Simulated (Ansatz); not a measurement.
Method: DFT PBE, scalar-relativistic, plane waves, PAW (Ansatz 0.2.0). Settings: cutoff 420 eV, Γ-centred meshes spaced at most about 0.3 Å⁻¹, and about 0.25 Å⁻¹ or finer for metals (2π included), Gaussian smearing. No spin polarisation in the final relaxations.

Temperature and zero-point effects are left out.

Compare these two cells of CaTeI3, each relaxed at this level.

A. Space group R3m (No. 160), trigonal, a = 9.326 Å, c = 11.664 Å. Around Ca lie 3 I at 2.97 Å and 1 Te at 3.11 Å; around Te lie 1 Ca at 3.11 Å and 6 I at 3.25–3.39 Å; around I lie 1 Ca at 2.97 Å and 2 Te at 3.25–3.39 Å.

B. Space group P4/mmm (No. 123), tetragonal, a = 6.473 Å, c = 6.052 Å. Ca is surrounded by 2 Te at 3.03 Å and 4 I at 3.24 Å; around Te lie 2 Ca at 3.03 Å; around I on a site of symmetry 4/mmm lie 4 I at 3.24 Å; around I on a site of symmetry mmm lie 2 Ca at 3.24 Å and 2 I at 3.24 Å.

**Question.** Which would you expect to be lower, and how large is the difference?

**Answer.** A is lower, by 208 meV/atom. A has space group R3m (No. 160), 58.6 Å³/atom and no gap on its mesh; B has space group P4/mmm (No. 123), 50.7 Å³/atom and no gap. The shortest distance is 2.97 Å (Ca–I) in A and 3.03 Å (Ca–Te) in B. The lower one is the more open, so pressure narrows the difference. Both come from invented guesses.

These runs have no spin–orbit coupling, which can matter for I and Te. In R3m, P4/mmm an odd number of electrons in the primitive cell allows no gap without spin; a larger cell or a magnetic state could open one. A magnetic state wasn't ruled out in cells without spin, among them R3m, P4/mmm. Cells relaxed within their symmetry can be saddle points.
